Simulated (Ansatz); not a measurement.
## GaP: computed property card

GaP:
Space group Fm-3m (No. 225); a = b = c = 5.1574 Å, α = β = γ = 90.00°

```csv
atom,site,symmetry,x,y,z
Ga,4a,m-3m,0.0000,0.0000,0.0000
P,4b,m-3m,0.5000,0.5000,0.5000
```
(The calculation used a cell of 2 atoms; values per cell refer to that cell.)

Space group Fm-3m (No. 225), rock salt; conventional cell a = b = c = 5.157 Å, α = β = γ = 90.00°.

Method: plane-wave PAW PBE (Ansatz code). Geometry: relaxed at this level of theory. Other levels are named where they apply.

Cell and energy:

```yaml
volume_per_atom: 17.15 Å³
density: 4.88 g/cm³
Formation energy from the elements (no fitted shifts): -0.025 eV/atom
```

Electronic structure:

```yaml
electronic_character: metallic (no gap)
Density of states at the Fermi level: 0.57 states/eV per atom (mean over ±0.08 eV)
Gap with spin–orbit coupling: none (metallic)
```

Mechanics:

```yaml
Bulk modulus (Birch–Murnaghan fit): 88.0 GPa
Pressure derivative B′: 4.7
```

The start of the workflow was typed in or built on a structure type; neither database checked (COD, Materials Project) lists it. It is not the phase usual at ambient conditions (space group No. 216). Symmetry was held in the PBE relaxation; whether a distortion lowers the energy is not shown. The references are the lowest solids computed at this level, not always the standard phases. Spin–orbit coupling is left out wherever it is not named.

Potentials: the later of the program's two PAW sets.
